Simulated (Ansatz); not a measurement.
Q: Each is relaxed and computed with the program Ansatz at the r²SCAN level (PAW). Which is the only metal?
(A) Rb2NiO2, I4/mmm (Rb on 4e, Ni on 2a, O on 4e)
(B) SiC, Pm-3n (Si on 6c, C on 6d)
(C) LaSi2Ag2, I4/mmm (Ag on 4d, Si on 4e, La on 2a)
(D) SiO2, Pbcn (Si on 4c, O on 8d)

A: C, LaSi2Ag2, I4/mmm (Ag on 4d, Si on 4e, La on 2a). LaSi2Ag2: metal; SiO2: gap 6.75 eV (direct); SiC: gap 2.10 eV (indirect); Rb2NiO2: gap 1.80 eV (indirect). Spin orders computed, not proven ground states: Rb2NiO2, I4/mmm (Rb on 4e, Ni on 2a, O on 4e) ferromagnetic. Typed or built starts, not in the databases checked: SiC, Pm-3n (Si on 6c, C on 6d). Not the usual ambient phase: SiO2, Pbcn (Si on 4c, O on 8d); SiC, Pm-3n (Si on 6c, C on 6d). Standing as an ambient phase not checked: LaSi2Ag2, I4/mmm (Ag on 4d, Si on 4e, La on 2a); Rb2NiO2, I4/mmm (Rb on 4e, Ni on 2a, O on 4e). All cells were relaxed under the symmetry of their starts (and spin orders); stability against distortions was not tested throughout. Rows with no word on spin ran without spin polarisation. No Hubbard U is applied. Scalar-relativistic: spin–orbit coupling is off unless named, which matters more the heavier the elements.

Potentials: the later of the program's two PAW sets.
